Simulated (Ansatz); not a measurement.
# Ansatz 0.2.0, relaxation: LaTiGe

The input file (Ansatz 0.2.0, plane waves):

```yaml
crystal:
  lattice:
    - [4.223856, 0.0, 0.0]
    - [0.0, 4.223856, 0.0]
    - [0.0, 0.0, 7.959501]
  atoms:
    - { symbol: La, position: [0.25, 0.25, 0.658] }
    - { symbol: La, position: [0.75, 0.75, 0.342] }
    - { symbol: Ge, position: [0.25, 0.25, 0.257] }
    - { symbol: Ge, position: [0.75, 0.75, 0.743] }
    - { symbol: Ti, position: [0.75, 0.25, 0.0] }
    - { symbol: Ti, position: [0.25, 0.75, 0.0] }
  symmetry: { tolerance: 0.0003 }
kpoints:
  mp_grid: { grid: [8, 8, 5], shift: [0, 0, 0] }
magnetization:
  spin_polarized: false
scf:
  occupations: { method: fermi_dirac }
  lower_state_search: "off"
hamiltonian:
  pseudopotentials: { kind: paw }
  xc: pbesol
basis:
  ecutwfc: 420
  fft_grid_basis: typed
relax:
  max_steps: 80
  cell: { p_target: 0.0 }
  f_tol: 0.03
output:
  forces: true
  stress: true
  eigenvalues: true
  bader: true
  populations: true
  elf: true
  write_potential: true
  volumetric_format: npy
  dos:
    e_range: [-12, 8]
    de: 0.05
    projected: { site_lists: { Ge: [Ge], La: [La], Ti: [Ti] } }
checkpoint:
  read: saved_state
```

Run with:

```bash
ansatz run input.yaml --threads 2 --pin off --max-ram 2560MiB --backend cpu --events-out ev --progress --plain --runs-dir out
```

Origin of the cell: a known structure type with other elements, at an estimated volume, so it need not be a known compound.

The smearing width isn't typed, so it takes its default of 0.1 eV.

The saved state is a converged single point of the same cell.

Output (shortened):

```
La: projections on atomic orbitals take those of the free atom [Kr 4d10] 4f0 5s2 5p6 5d1 6s2, of charge +0.00 (hamiltonian.pseudopotentials.projection_atoms); the dataset's partial waves leav […]
Pseudopotentials: kind: paw
Pseudopotential: La, paw, valence charge 11, recommended cutoff 420 eV (normal), La.paw.azcp
Pseudopotential: Ge, paw, valence charge 14, recommended cutoff 420 eV (normal), Ge.paw.azcp
Pseudopotential: Ti, paw, valence charge 12, recommended cutoff 420 eV (normal), Ti.paw.azcp
Functional definition: PBEsol
  exchange = pbesol_x
  correlation = pbesol_c
Crystal: 6 atoms, lattice volume = 142.005 Å³
Basis set: ecut = 420 eV, 2735 PW (Γ), exchange–correlation on 60×60×108 points (8 copies of the dense FFT grid, shifted against one another)
Bands: 45, of which v1, the nominal top of the filled ones, is band 37 counted from 1 (36 counted from 0)
Symmetry: 16 space group operations
Space group: P4/nmm (ITA 129), of the structure as read, at distance tolerance 1.6e-3 Å
[… 11 lines left out …]
Initial density: read from a saved state, or passed on in memory by an earlier SCF of this step, an earlier step, the calling program or the single point that the run made first
Functional: x = pbesol(κ = 0.804, μ = 0.123457), c = pbesol(β = 0.046)
SCF iter   1: F=—  HF=-25780.608828 eV  Δρ=1.04e-3  dr2=2.13e-3
SCF iter   2: F=—  HF=-25780.608711 eV  Δρ=5.90e-4  dr2=7.01e-4
SCF iter   3: F=—  HF=-25780.608621 eV  Δρ=9.90e-5  dr2=2.59e-5
SCF iter   4: F=—  HF=-25780.608671 eV  Δρ=3.59e-5  dr2=2.58e-6
SCF iter   5: F=—  HF=-25780.608670 eV  Δρ=1.39e-5  dr2=3.98e-7
SCF iter   6: F=-25780.608670 eV  HF=-25780.608670 eV  Δρ=5.75e-6  dr2=4.12e-8
relax step   1: F+E_penalty+E_count = -25780.608670 eV  Δ(F+E_penalty+E_count) = +0.000e0 eV  max|allowed force component| = 1.710e0 eV/Å  Δτ_max = 0.0000 Å  P = -3.513 GPa  Ω = 142.005 Å³  ( […]
relax step   2: F+E_penalty+E_count = -25781.209481 eV  Δ(F+E_penalty+E_count) = -6.008e-1 eV  max|allowed force component| = 8.393e-1 eV/Å  Δτ_max = 0.1950 Å  P = -1.682 GPa  Ω = 137.160 Å³ […]
relax step   3: F+E_penalty+E_count = -25781.263023 eV  Δ(F+E_penalty+E_count) = -5.354e-2 eV  max|allowed force component| = 7.146e-1 eV/Å  Δτ_max = 0.1950 Å  P = +1.822 GPa  Ω = 131.199 Å³ […]
relax step   4: F+E_penalty+E_count = -25781.344603 eV  Δ(F+E_penalty+E_count) = -8.158e-2 eV  max|allowed force component| = 9.947e-2 eV/Å  Δτ_max = 0.0859 Å  P = -0.331 GPa  Ω = 134.614 Å³ […]
relax step   5: F+E_penalty+E_count = -25781.346766 eV  Δ(F+E_penalty+E_count) = -2.164e-3 eV  max|allowed force component| = 1.451e-2 eV/Å  Δτ_max = 0.0104 Å  P = +0.040 GPa  Ω = 134.058 Å³ […]
relax step   6: F+E_penalty+E_count = -25781.346835 eV  Δ(F+E_penalty+E_count) = -6.829e-5 eV  max|allowed force component| = 7.315e-3 eV/Å  Δτ_max = 0.0033 Å  P = -0.032 GPa  Ω = 134.183 Å³ […]
relax step   7: F+E_penalty+E_count = -25781.346252 eV  Δ(F+E_penalty+E_count) = +5.826e-4 eV  max|allowed force component| = 7.314e-3 eV/Å  Δτ_max = 0.0000 Å  P = -0.029 GPa  Ω = 134.183 Å³  stress off target by 3.71e-2 GPa […]
SCF 7 converged in 6 iterations: F = -25781.346252 eV  dr2 = 5.39e-12
basis re-selected at this cell: Δ(F+E_penalty+E_count) = +5.826e-4 eV, ΔP = +0.003 GPa vs the last step (what re-selecting the basis moved, of the pressure what is left beyond the Pulay corre […]
SCF converged after 6 iterations
Free energy (F): -25781.346252 eV
Harris-Foulkes:  -25781.346252 eV  (|F-HF|=7.28e-12)
Internal energy: -25781.099091 eV  (E = F + TS)
E sigma→0 (E₀):  -25781.222671 eV
Entropy (-TS):   -0.247161 eV (-41.194 meV/atom)
Fermi energy:    12.444414 eV
--- Per-component energies (eV) ---
  E_band       = -551.808758
  E_kinetic    = 1158.774871
  E_local      = -7899.785413  (includes V_loc(G=0)·N_el)
  E_nonlocal   = 1053.277068
  E_hartree    = 3452.820360
  E_xc         = -623.811962
  E_vxc        = -671.935481  (∫ρ·V_xc dr)
  E_paw        = -16660.665196  (= ΣΔE_a)
  E_vpaw       = -1097.781371  (= ΣTr[D̂ρ^β])
  E_aug_tail   = 0.000801  (compensation charges beyond the density's cutoff)
  E_ewald      = -6264.163280
  E_core_change = 2.453660  (= ΣΔE_core)
  E_smearing   = -0.247161  (= −TS)
  Σ components = -25781.346252   (vs F -25781.346252, Δ=0.00e0)
--- Forces (eV/Å), atoms counted from 1 ---
  atom   1  La     0.000000     0.000000     0.007314
  atom   2  La    -0.000000     0.000000    -0.007314
  atom   3  Ge     0.000000     0.000000     0.005822
  atom   4  Ge    -0.000000     0.000000    -0.005822
  atom   5  Ti     0.000000     0.000000     0.000000
  atom   6  Ti    -0.000000     0.000000    -0.000000
  max |Σ_I F_I| component: 8.67e-19 eV/Å
--- Stress (GPa, compression-positive) ---
       -0.037060      -0.000000       0.000000
       -0.000000      -0.037060      -0.000000
        0.000000      -0.000000      -0.012119
  P = ⅓ Tr σ = -0.0287 GPa (-0.287 kbar)
--- Relaxed structure (6 steps of the walk, 6 accepted, 1 SCFs on fresh bases) ---
  F+E_penalty+E_count = -25781.346252 eV   max|allowed force component| = 7.314e-3 eV/Å   (the final SCF, on the basis selected at the relaxed cell)
  cell:  # Å, volume = 134.1832 Å³
    - [4.122730, 0.0, 0.0]
    - [0.0, 4.122730, 0.0]
    - [0.0, 0.0, 7.894568]
  atoms:
    - { symbol: La, position: [0.25, 0.25, 0.648745] }
    - { symbol: La, position: [0.75, 0.75, 0.351255] }
    - { symbol: Ge, position: [0.25, 0.25, 0.217085] }
    - { symbol: Ge, position: [0.75, 0.75, 0.782915] }
    - { symbol: Ti, position: [0.75, 0.25, -8.808e-19] }
    - { symbol: Ti, position: [0.25, 0.75, -8.808e-19] }
--- Löwdin populations: 6 sites ---
  site symbol       q [e]
     0     La     10.9749
     1     La     10.9749
     2     Ge     14.5017
     3     Ge     14.5017
     4     Ti     11.4030
     5     Ti     11.4030
  spilling = 0.003255 (of n_electrons = 74.000000)
--- Bader charges: 6 sites ---
  site symbol  charge [e]  shift [e]
     0     La      0.9583     0.0000
     1     La      0.9583     0.0000
     2     Ge     -1.7661     0.0038
     3     Ge     -1.7660     0.0038
     4     Ti      0.8078     0.0038
     5     Ti      0.8078     0.0038
  estimated error of the sums over rays = 5.4e-4 e
```

Before:

Space group P4/nmm (No. 129); the run's cell has a = 4.224 Å, b = 4.224 Å, c = 7.960 Å, α = 90.00°, β = 90.00°, γ = 90.00°. Shortest distances: Ge–Ti 2.94 Å, Ti–Ti 2.99 Å, Ge–La 3.06 Å, La–Ti 3.45 Å.

The relaxed structure.

Space group P4/nmm (No. 129); the run's cell has a = 4.123 Å, b = 4.123 Å, c = 7.895 Å, α = 90.00°, β = 90.00°, γ = 90.00°. Shortest distances: Ge–Ti 2.68 Å, Ti–Ti 2.92 Å, Ge–La 3.10 Å, La–Ti 3.46 Å.

| Item | Value |
| --- | --- |
| Free energy lowered by | 122.9 meV/atom |
| Volume change | -5.51 % |
| Final pressure | -0.03 GPa |
| Relaxation steps listed | 7 |

Caveats: no moments, though an odd count or open d shells may carry them; no spin-orbit coupling, though heavy elements are present; the relaxation held the start's symmetry, so the end may be a saddle point.

Time: 120 s on 2 threads of Arm Neoverse V1, on a shared host, peak memory 0.6 GiB, from a saved density.
